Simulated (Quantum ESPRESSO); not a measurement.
## PSi7 (input and log of a self-consistent run)

Computed values, not a measurement. The program is pw.x of Quantum ESPRESSO 7.5 (plane-wave density functional theory). The cell is made up: 8 atoms on a zincblende/diamond lattice, with randomly drawn elements, strain and displacements, not relaxed. PseudoDojo standard norm-conserving files (v0.5 for PBE, v0.4.1 for LDA and PBEsol) set the functional; there is no spin polarisation, spin-orbit coupling or dispersion term, and the masses in the input are unused placeholders. A spin-polarised start on this cell or one of its family kept no moment.

Input:

```
&control calculation='scf', pseudo_dir='./dojo.nc.sr.pbe.v0_5.standard.upf', outdir='./o', disk_io='low', tprnfor=.true., tstress=.true. /
&system ibrav=0, nat=8, ntyp=2, nbnd=27, ecutwfc=44.02568797, nosym=.true., tot_charge=0,
 occupations='smearing', smearing='fd', degauss=0.0073498644
/
&electrons conv_thr=7.350e-09, electron_maxstep=60, /
ATOMIC_SPECIES
P 1.0 P.upf
Si 1.0 Si.upf
CELL_PARAMETERS angstrom
5.6235 -0.0441 0.0849
-0.0444 5.6417 -0.0177
0.0852 -0.019 5.6055
ATOMIC_POSITIONS angstrom
P -0.0057 0.002 -0.0025
Si 0.011 2.7896 2.7907
Si 2.872 -0.0251 2.8336
Si 2.786 2.8168 0.0108
Si 1.4046 1.3748 1.4292
Si 1.4414 4.221 4.1656
Si 4.3108 1.3788 4.3269
Si 4.1559 4.2163 1.4617
K_POINTS automatic
6 6 6 1 1 1
```

The log is shortened where brackets say so; the opening notice, blank lines, dates and the lines on written files are dropped, and the path of the files is cut. It prints rydbergs, bohrs and kilobars, and counts compression as positive stress.

```
     Program PWSCF v.7.5
     Parallel version (MPI & OpenMP), running on       4 processor cores
     Number of MPI processes:                 4
     Threads/MPI process:                     1
     [start-up lines left out]
     bravais-lattice index     =            0
     lattice parameter (alat)  =      10.6284  a.u.
     unit-cell volume          =    1199.7669 (a.u.)^3
     number of atoms/cell      =            8
     number of atomic types    =            2
     number of electrons       =        33.00
     number of Kohn-Sham states=           27
     kinetic-energy cutoff     =      44.0257  Ry
     charge density cutoff     =     176.1028  Ry
     scf convergence threshold =      7.3E-09
     mixing beta               =       0.7000
     number of iterations used =            8  plain     mixing
     Exchange-correlation= PBE
                           (   1   4   3   4   0   0   0)
     [axes and pseudopotential details left out]
   Cartesian axes
     site n.     atom                  positions (alat units)
         1        P      tau(   1) = (  -0.0010135   0.0003556  -0.0004445  )
         2        Si     tau(   2) = (   0.0019558   0.4959894   0.4961850  )
         3        Si     tau(   3) = (   0.5106401  -0.0044628   0.5038126  )
         4        Si     tau(   4) = (   0.4953493   0.5008255   0.0019202  )
         5        Si     tau(   5) = (   0.2497371   0.2444387   0.2541110  )
         6        Si     tau(   6) = (   0.2562802   0.7504916   0.7406415  )
         7        Si     tau(   7) = (   0.7664580   0.2451499   0.7693205  )
         8        Si     tau(   8) = (   0.7389168   0.7496559   0.2598895  )
     number of k points=   108  Fermi-Dirac smearing, width (Ry)=  0.0073
     Number of k-points >= 100: set verbosity='high' to print them.
     Dense  grid:    47379 G-vectors     FFT dimensions: (  45,  45,  45)
     Estimated max dynamical RAM per process >     120.75 MB
     Estimated total dynamical RAM >     448.31 MB
     Initial potential from superposition of free atoms
     starting charge      32.9956, renormalised to      33.0000
     Starting wfcs are   32 randomized atomic wfcs
     total cpu time spent up to now is        1.9 secs
     per-process dynamical memory:   106.5 Mb
     Self-consistent Calculation
     iteration #  1     ecut=    44.03 Ry     beta= 0.70
     Davidson diagonalization with overlap
     ethr =  1.00E-02,  avg # of iterations =  3.9
     Threshold (ethr) on eigenvalues was too large:
     Diagonalizing with lowered threshold
     Davidson diagonalization with overlap
     ethr =  4.85E-04,  avg # of iterations =  5.8
     total cpu time spent up to now is       11.5 secs
     total energy              =     -73.01670786 Ry
     estimated scf accuracy    <       0.17752821 Ry
     iteration #  2     ecut=    44.03 Ry     beta= 0.70
     Davidson diagonalization with overlap
     ethr =  5.38E-04,  avg # of iterations =  1.8
     total cpu time spent up to now is       15.0 secs
     total energy              =     -73.02120743 Ry
     estimated scf accuracy    <       0.02295719 Ry
     iteration #  3     ecut=    44.03 Ry     beta= 0.70
     Davidson diagonalization with overlap
     c_bands:  1 eigenvalues not converged
     ethr =  6.96E-05,  avg # of iterations =  6.7
     total cpu time spent up to now is       20.5 secs
     total energy              =     -73.02430781 Ry
     estimated scf accuracy    <       0.02336129 Ry
     iteration #  4     ecut=    44.03 Ry     beta= 0.70
     Davidson diagonalization with overlap
     ethr =  6.96E-05,  avg # of iterations =  2.5
     total cpu time spent up to now is       24.4 secs
     total energy              =     -73.02913369 Ry
     estimated scf accuracy    <       0.00040807 Ry
     iteration #  5     ecut=    44.03 Ry     beta= 0.70
     Davidson diagonalization with overlap
     c_bands:  1 eigenvalues not converged
     c_bands:  1 eigenvalues not converged
     c_bands:  1 eigenvalues not converged
     c_bands:  1 eigenvalues not converged
     ethr =  1.24E-06,  avg # of iterations = 13.2
     total cpu time spent up to now is       31.8 secs
     total energy              =     -73.02926075 Ry
     estimated scf accuracy    <       0.00004469 Ry
     iteration #  6     ecut=    44.03 Ry     beta= 0.70
     Davidson diagonalization with overlap
     ethr =  1.35E-07,  avg # of iterations =  2.6
     total cpu time spent up to now is       35.8 secs
     total energy              =     -73.02927068 Ry
     estimated scf accuracy    <       0.00001079 Ry
     iteration #  7     ecut=    44.03 Ry     beta= 0.70
     Davidson diagonalization with overlap
     ethr =  3.27E-08,  avg # of iterations =  2.0
     total cpu time spent up to now is       39.3 secs
     total energy              =     -73.02927293 Ry
     estimated scf accuracy    <       0.00000008 Ry
     iteration #  8     ecut=    44.03 Ry     beta= 0.70
     Davidson diagonalization with overlap
     ethr =  2.32E-10,  avg # of iterations =  4.9
     total cpu time spent up to now is       44.4 secs
     total energy              =     -73.02927302 Ry
     estimated scf accuracy    <       0.00000005 Ry
     iteration #  9     ecut=    44.03 Ry     beta= 0.70
     Davidson diagonalization with overlap
     ethr =  1.48E-10,  avg # of iterations =  2.0
     total cpu time spent up to now is       48.0 secs
     total energy              =     -73.02927302 Ry
     estimated scf accuracy    <          9.6E-09 Ry
     iteration # 10     ecut=    44.03 Ry     beta= 0.70
     Davidson diagonalization with overlap
     ethr =  2.90E-11,  avg # of iterations =  2.0
     total cpu time spent up to now is       51.7 secs
     End of self-consistent calculation
     Number of k-points >= 100: set verbosity='high' to print the bands.
     the Fermi energy is     6.2018 ev
!    total energy              =     -73.02927303 Ry
     estimated scf accuracy    <          3.0E-10 Ry
     smearing contrib. (-TS)   =      -0.00629446 Ry
     internal energy E=F+TS    =     -73.02297856 Ry
     The total energy is F=E-TS. E is the sum of the following terms:
     one-electron contribution =      15.69514028 Ry
     hartree contribution      =       5.69079542 Ry
     xc contribution           =     -25.23365615 Ry
     ewald contribution        =     -69.17525811 Ry
     convergence has been achieved in  10 iterations
     Forces acting on atoms (cartesian axes, Ry/au):
     atom    1 type  1   force =     0.00210808    0.00170012    0.00128682
     atom    2 type  2   force =    -0.00292996    0.01777676   -0.00459858
     atom    3 type  2   force =    -0.00333067    0.02571054    0.01122575
     atom    4 type  2   force =    -0.01080019    0.00528090    0.00440239
     atom    5 type  2   force =     0.01273453    0.00434791   -0.00071699
     atom    6 type  2   force =     0.00187966   -0.01949610    0.00786478
     atom    7 type  2   force =    -0.01604926   -0.00965668   -0.01815294
     atom    8 type  2   force =     0.01638781   -0.02566345   -0.00131123
     Total force =     0.059608     Total SCF correction =     0.000018
     Computing stress (Cartesian axis) and pressure
          total   stress  (Ry/bohr**3)                   (kbar)     P=      -69.08
  -0.00046471   0.00001891  -0.00015149          -68.36        2.78      -22.28
   0.00001891  -0.00048627   0.00004073            2.78      -71.53        5.99
  -0.00015149   0.00004073  -0.00045787          -22.28        5.99      -67.35
     init_run     :      1.75s CPU      1.82s WALL (       1 calls)
     electrons    :     49.55s CPU     49.81s WALL (       1 calls)
     forces       :      0.88s CPU      0.89s WALL (       1 calls)
     stress       :      3.08s CPU      3.08s WALL (       1 calls)
     [timing details left out]
     PWSCF        :     55.33s CPU     55.69s WALL
     JOB DONE.
```

In other units: free energy -993.614 eV for the cell, pressure -6.91 GPa, largest force component 0.661 eV/Å. A rerun of the same cell at another strain at 838 eV and a 8 x 8 x 8 mesh moved values by no more than 0.002 eV in energy, 0.04 GPa in stress and 0.007 eV/Å in force.